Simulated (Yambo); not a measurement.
Yambo run on SiC (4H, space group P6_3mc, No. 186). The wavefunctions come from this Quantum ESPRESSO step (PBEsol, PseudoDojo standard norm-conserving files, scalar-relativistic):

```
&CONTROL
  calculation = 'nscf'
  pseudo_dir = './pseudo'
  outdir = './out'
/
&SYSTEM
  ibrav = 0
  nat = 8
  ntyp = 2
  ecutwfc = 82.0
  ecutrho = 328.0
  occupations = 'fixed'
  force_symmorphic = .true.
  nbnd = 190
/
&ELECTRONS
  conv_thr = 8e-09
  diago_full_acc = .true.
  diago_thr_init = 1e-08
/
ATOMIC_SPECIES
C 12.0110 C.upf
Si 28.0850 Si.upf
CELL_PARAMETERS angstrom
  3.075690141000   0.000000000000   0.000000000000
 -1.537845071000   2.663625796000   0.000000000000
  0.000000000000   0.000000000000  10.070650000000
ATOMIC_POSITIONS crystal
C   0.666666667000   0.333333333000   0.749800000000
C   0.333333333000   0.666666667000   0.249800000000
C   0.000000000000   0.000000000000   0.500460000000
C   0.000000000000   0.000000000000   0.000460000000
Si   0.666666667000   0.333333333000   0.937840000000
Si   0.333333333000   0.666666667000   0.437840000000
Si   0.000000000000   0.000000000000   0.687890000000
Si   0.000000000000   0.000000000000   0.187890000000
K_POINTS automatic
6 6 2 0 0 0
```

Yambo input:

```
rim_cut
gw0
dyson
el_el_corr
HF_and_locXC
ppa
em1d
RandQpts= 1000000
RandGvec= 1 Ry
EXXRLvcs= 82 Ry
VXCRLvcs= 328 Ry
Chimod= "HARTREE"
% BndsRnXp
 1 | 189 |
%
NGsBlkXp= 10 Ry
% LongDrXp
 1.0 | 1.0 | 1.0 |
%
PPAPntXp= 27.2114 eV
% GbndRnge
 1 | 189 |
%
GTermKind= "BG"
DysSolver= "n"
ExtendOut
% QPkrange
 1 | 1 | 16 | 17 |
 2 | 2 | 16 | 17 |
 7 | 7 | 16 | 17 |
 14 | 14 | 16 | 17 |
%
```

k points by index: 1 = Γ, 2 = A, 7 = M, 14 = H.

Resulting energies as the program prints them:

```
#    K-point    Band    Eo [eV]    E [eV]    E-Eo [eV]    Vxc [eV]    Vnlxc [eV]    Sc|Eo [eV]    Sc|E [eV]    dSc/dw|Eo [eV]    Re(Z)    Im(Z)
#
    1    16    0.000000    -0.546326    -0.546326    -14.84495    -17.45606    1.926116    2.064779    -6.905595    0.797589    -0.001131
    1    17    5.043278    5.460494    0.417216    -12.19563    -7.004389    -4.675617    -4.774022    -6.416609    0.809187    -0.001079
    2    16    -0.208227    -0.780401    -0.572175    -14.73914    -17.43379    1.976866    2.122474    -6.923916    0.797161    -0.001137
    2    17    5.251171    5.667175    0.416004    -12.16436    -6.933705    -4.716278    -4.814654    -6.433359    0.808784    -0.001101
    7    16    -1.130962    -1.794449    -0.663487    -14.39835    -17.47039    2.236987    2.408556    -7.035608    0.794561    -0.001168
    7    17    2.114355    2.435090    0.320735    -11.02307    -6.700064    -3.932080    -4.002275    -5.953909    0.820476    -0.001045
    14    16    -2.480117    -3.239229    -0.759113    -13.66307    -17.10633    2.484315    2.684143    -7.162136    0.791636    -0.001288
    14    17    3.116940    3.489196    0.372256    -10.71103    -6.103849    -4.154416    -4.234925    -5.883744    0.822216    -0.001047
```
(The two width columns are left out.) Convergence of these settings isn't established.

Geometry of the Materials Project entry, not relaxed at this level.
